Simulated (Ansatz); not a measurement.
# SiNi: ⁶¹Ni nuclear quadrupole resonance

Cell: a measured structure from the Crystallography Open Database (COD), its atoms then relaxed with PBE in this cell.

```cif
data_SiNi
_symmetry_space_group_name_H-M 'Pnma'
_symmetry_Int_Tables_number 62
_cell_length_a 5.1731
_cell_length_b 3.3381
_cell_length_c 5.6049
_cell_angle_alpha 90.000
_cell_angle_beta 90.000
_cell_angle_gamma 90.000
loop_
_atom_site_label
_atom_site_type_symbol
_atom_site_symmetry_multiplicity
_atom_site_Wyckoff_symbol
_atom_site_fract_x
_atom_site_fract_y
_atom_site_fract_z
Si Si 4 c 0.3213 0.7500 0.0826
Ni Ni 4 c 0.0080 0.2500 0.1876
```

One atom of each set is listed.

The numbers come from a DFT calculation in Ansatz (r2SCAN, plane waves and PAW, scalar-relativistic, collinear spin, 500 eV cutoff, Γ-centred 9×14×9 k-points, Fermi–Dirac smearing 0.05 eV). Start moments as typed (μB): 1.5 on each Ni, none on the rest.

⁶¹Ni: I = 3/2, Q = 162.0 mb (year-2017 value). Static lattice, zero field.

(1) At which frequencies do the ⁶¹Ni NQR lines lie?

## Answers

(1) For I = 3/2 there is one line, ν = (|C_Q|/2)(1 + η²/3)^½.

```json
{"site": "Ni", "atoms": "4", "V_zz (10²¹ V/m²)": "-1.01", "C_Q (MHz)": "-3.96", "η": "0.46", "line frequencies (MHz)": "2.05"}
```

The program didn't check the stability of this electronic state in full, so a lower one may lie near. With no gap above 0.1 eV, as in a metal, the gradients converge slowly in k; expect changes of a tenth or more on a denser mesh. With these PAW files V_zz is typically within 2 to 3 % of all-electron values, but misses above 10 % occur on Ni. The start moments die out, and the run ends without spin.
